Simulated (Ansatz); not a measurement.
**SiGe (P6_3mc), a vibration from a frozen displacement**

Computed with DFT PBEsol, scalar-relativistic, plane waves, PAW (Ansatz 0.2.0). The runs took a 420 eV cutoff, a Γ-centred 12×12×6 mesh and Gaussian smearing (0.03 eV). No spin polarisation. Energies are free energies at this smearing, counted from the undisturbed cell; pressure is positive in compression.

The undisturbed cell (as given, not relaxed at this level; it stands at -0.2 GPa, and it needn't be the usual structure):

```xyz
4
Lattice="3.9045 0.0000 0.0000 -1.9522 3.3814 0.0000 0.0000 0.0000 6.4508" Properties=species:S:1:pos:R:3 pbc="T T T"
Si    1.9522    1.1271    5.6419
Si    0.0000    2.2542    2.4165
Ge    1.9522    1.1271    3.2279
Ge    0.0000    2.2542    0.0025
```

Every Si atom is moved by x along the Cartesian unit vector (0.000, 0.000, 1.000); the cell and all other atoms stay fixed. The cell's volume is 85.17 Å³; the moved atoms weigh 56.170 u together and the others 145.260 u.

```
  x (Å)  ΔE (meV/cell) total force on the moved atoms along the move (eV/Å) pressure (GPa)
-0.5000        4553.17                                               22.3732         13.3394
-0.3750        2295.23                                               14.2592          6.0071
-0.2500         921.15                                                8.0950          1.9805
-0.1250         207.62                                                3.5212          0.0986
 0.0000           0.00                                               -0.0212         -0.2487
 0.1250         167.93                                               -2.4390          0.3288
 0.2500         563.04                                               -3.7330          1.3247
 0.3750        1065.28                                               -4.1838          2.4795
 0.4375        1326.96                                               -4.1518          2.9928
 0.5000        1576.93                                               -3.8110          3.4683
```

Task: What frequency belongs to this motion?

Result: The force constant is k = −dF/dx = 23.841 eV/Å², from the parabola through x = -0.1250, 0 and 0.1250. In every cell the moved atoms swing against the rest, so the mass is μ = m₁m₂/(m₁ + m₂) = 40.507 u, and ν̃ = 521.5 cm⁻¹ × √(|k|/μ) = 400 cm⁻¹. To first order in x, and within 1 %, the force on every atom lies along the move and, within each of the two groups, in proportion to the atom's mass, so this is itself a mode at the zone centre of this cell, taken without macroscopic field (the transverse frequency in a polar insulator).

Task: How far does the harmonic law reach?

Result: At x = -0.500 Å, kx²/2 = 2980.10 meV against the computed 4553.17 meV (+52.8 %): the well stiffens in this direction at large amplitude.

The gap closes along the scan, which can put kinks into the curve.